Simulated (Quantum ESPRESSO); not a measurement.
# Hf2TiO4F4: convergence and cost over cutoff and k mesh

Simulated, not a measurement. The program is pw.x of Quantum ESPRESSO 7.5 (plane-wave density functional theory). The cell is made up: 11 atoms on a rutile lattice with one site empty, with randomly drawn elements, strain and displacements, not relaxed. PseudoDojo standard norm-conserving files (v0.5 for PBE, v0.4.1 for LDA and PBEsol) set the functional; there is no spin polarisation, spin-orbit coupling or dispersion term, and the masses in the input are unused placeholders.

The hafnium pseudopotential is less sure than the others, with forces about 3 percent (worst 6) and pressure in oxides about 1.5 GPa (worst 2.7) from a second method in checks, which no rerun with the same files tests.

Input of the run in row 4:

```
&control calculation='scf', pseudo_dir='./dojo.nc.sr.pbe.v0_5.standard.upf', outdir='./o', disk_io='low', tprnfor=.true., tstress=.true. /
&system ibrav=0, nat=11, ntyp=4, nbnd=50, ecutwfc=84.00895049, nosym=.true., tot_charge=0,
 occupations='smearing', smearing='fd', degauss=0.0018374661
/
&electrons conv_thr=7.350e-09, electron_maxstep=60, /
ATOMIC_SPECIES
F 1.0 F.upf
Hf 1.0 Hf.upf
O 1.0 O.upf
Ti 1.0 Ti.upf
CELL_PARAMETERS angstrom
4.744 -0.055 -0.0298
-0.055 4.7434 -0.0399
-0.0388 -0.0519 6.2591
ATOMIC_POSITIONS angstrom
Hf -0.0059 -0.0205 -0.0882
Hf 2.2336 2.3975 1.5878
Ti -0.0339 -0.0134 3.1567
O 1.476 1.5096 0.052
O 3.1681 3.3974 0.0139
F 3.7928 0.8444 1.4659
O 0.8888 3.8634 1.5656
F 1.3301 1.447 3.1365
F 3.2213 3.1776 3.1453
F 3.8184 0.8551 4.7353
O 0.9443 3.7739 4.6652
K_POINTS automatic
5 5 4 1 1 1
```

The same cell was run at these settings. Meshes are shifted by half a step, and differences are from the last row, which is itself not exact.

| cutoff (eV) | k mesh | k points solved | threshold (eV) | free energy less the last row's (eV) | pressure (GPa) | largest stress difference (GPa) | largest force difference (eV/Å) | iterations | wall time (s) | k-point pools | processor |
| --- | --- | --- | --- | --- | --- | --- | --- | --- | --- | --- | --- |
| 800 | 2 x 2 x 2 | 4 | 1e-04 | 1.682 | -11.04 | 14.30 | 0.044 | 13 | 85 | 1 | AMD EPYC, Zen 5 class |
| 1143 | 2 x 2 x 2 | 4 | 1e-07 | 0.004 | 3.12 | 0.06 | 0.035 | 18 | 30 | 4 | AMD EPYC, older |
| 772 | 5 x 5 x 4 | 50 | 1e-07 | 2.446 | -15.75 | 18.95 | 0.070 | 18 | 120 | 4 | AMD EPYC, older |
| 1143 | 5 x 5 x 4 | 50 | 1e-07 | 0.004 | 3.14 | 0.02 | 0.001 | 18 | 213 | 4 | AMD EPYC, older |
| 1437 | 7 x 7 x 6 | 147 | 1e-07 | 0.000 | 3.17 | 0.00 | 0.000 | 18 | 745 | 4 | AMD EPYC, older |

Each pool is one process. Wall times include start-up and a band step at six k points, which weighs most on the coarsest meshes. The runs were on shared virtual cores whose load varied, so times are rough.